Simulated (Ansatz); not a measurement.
Input deck for Ansatz 0.2.0, then the block of the output on the nuclei.

The cell is an entry of the Crystallography Open Database (COD), relaxed with PBE at fixed cell and then changed (volume scaled by 0.95, ions relaxed).

```yaml
crystal:
  lattice:
    - [4.2312333615, 0.0, 0.0]
    - [0.0, 7.0292816671, 0.0]
    - [-1.4775052468, 0.0, 6.0130585512]
  atoms:
    - { symbol: Si, position: [0.5, 0.5, 0.5] }
    - { symbol: Si, position: [0.5, 0.0, 0.0] }
    - { symbol: P, position: [0.8865150762, 0.6119878307, 0.1837227296] }
    - { symbol: P, position: [0.1134849238, 0.1119878307, 0.3162772704] }
    - { symbol: P, position: [0.1134849238, 0.3880121693, 0.8162772704] }
    - { symbol: P, position: [0.8865150762, 0.8880121693, 0.6837227296] }
    - { symbol: O, position: [0.6455253133, 0.4877062468, 0.260065898] }
    - { symbol: O, position: [0.3544746867, 0.9877062468, 0.239934102] }
    - { symbol: O, position: [0.3544746867, 0.5122937532, 0.739934102] }
    - { symbol: O, position: [0.6455253133, 0.0122937532, 0.760065898] }
    - { symbol: O, position: [0.7369948109, 0.7945790267, 0.0905639856] }
    - { symbol: O, position: [0.2630051891, 0.2945790267, 0.4094360144] }
    - { symbol: O, position: [0.2630051891, 0.2054209733, 0.9094360144] }
    - { symbol: O, position: [0.7369948109, 0.7054209733, 0.5905639856] }
    - { symbol: O, position: [0.1898821137, 0.6460254024, 0.3628387994] }
    - { symbol: O, position: [0.8101178863, 0.1460254024, 0.1371612006] }
    - { symbol: O, position: [0.8101178863, 0.3539745976, 0.6371612006] }
    - { symbol: O, position: [0.1898821137, 0.8539745976, 0.8628387994] }
    - { symbol: O, position: [0.0, 0.5, 0.0] }
    - { symbol: O, position: [0.0, 0.0, 0.5] }
kpoints:
  mp_grid: { grid: [5, 3, 4] }
scf:
  occupations: { method: fermi_dirac, width: 0.02 }
hamiltonian:
  xc: pbe
  pseudopotentials: { kind: paw, frozen_core: stored }
output:
  forces: true
  stress: true
  populations: true
  efg: { quadrupole_moments_barn: { O: -0.02558 } }
relax:
  f_tol: 0.02
  max_steps: 60
```

```sh
ansatz run input.yaml --threads 1 --pin off --max-ram 3072MiB --backend cpu --events-out ev --progress --plain --runs-dir out
```

The run relaxes the ions first, and the block belongs to the relaxed positions.

Of the output, the block on the nuclei alone is shown; the set-up, the SCF iterations, energies, forces and stress are cut. One atom of each set with nearly equal values is shown.

```
--- PAW observables at the nuclei: V_zz in 10²¹ V/m², potentials from the cell's mean, atoms counted from 1 ---
  atom   1  Si V_zz =    +2.010697   η = 0.3567   by run symmetry: allowed
            electrostatic potential = -1357.596089 V   contact ρ = none
  atom   3  P  V_zz =    +4.720546   η = 0.2065   by run symmetry: allowed
            electrostatic potential = -1491.278516 V   contact ρ = none
  atom   7  O  V_zz =   +11.630935   η = 0.4879   by run symmetry: allowed   C_q = -7.1940 MHz
            electrostatic potential = -623.600565 V   contact ρ = none
  atom  11  O  V_zz =   +13.728923   η = 0.1484   by run symmetry: allowed   C_q = -8.4916 MHz
            electrostatic potential = -623.370357 V   contact ρ = none
  atom  15  O  V_zz =   +12.159067   η = 0.3536   by run symmetry: allowed   C_q = -7.5206 MHz
            electrostatic potential = -623.657616 V   contact ρ = none
  atom  19  O  V_zz =   +16.897628   η = 0.0463   by run symmetry: allowed   C_q = -10.4515 MHz
            electrostatic potential = -622.278848 V   contact ρ = none
```

The relaxation (5 steps) took 64 s of wall time (63 s of CPU time) and 0.63 GiB at its peak, on 1 thread of Intel Xeon Platinum 8375C CPU @ 2.90GHz (Ice Lake) (x86_64; 16 cores open to the job, memory cap 3.0 GiB, no GPU), a shared host with a load of 0.6 a core.

At this changed cell the PBE pressure is 17 GPa.
